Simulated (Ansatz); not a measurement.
Cu Kα1 powder pattern (kinematic, no thermal factors).
2θ (°) (relative intensity): 13.45 (9), 27.09 (4), 37.86 (24), 38.49 (5), 40.35 (1), 41.13 (26), 43.30 (100), 47.17 (1), 51.82 (1), 57.13 (15), 63.02 (2), 68.37 (17), 75.00 (2), 76.45 (19), 80.91 (3), 83.00 (21), 84.47 (15), 89.25 (3)

The pattern is computed from a structure relaxed with DFT PBE, scalar-relativistic, plane waves, PAW (Ansatz 0.2.0). No spin polarisation. Its elements are Ir, Ru.

Question: Give the structure.

Answer: Ir2Ru.
Space group P6_3/mmc (No. 194). a = 2.742 Å, b = 2.742 Å, c = 13.158 Å, α = 90.00°, β = 90.00°, γ = 120.00°
| atom | site | symmetry | x | y | z |
| --- | --- | --- | --- | --- | --- |
| Ru | 2c | -6m2 | 0.3333 | 0.6667 | 0.2500 |
| Ir | 4f | 3m. | 0.3333 | 0.6667 | 0.9141 |

A pattern alone doesn't exclude other cells with like lines; this is the one computed.

The cell was found from a structure generator's guess, not taken from experiment.
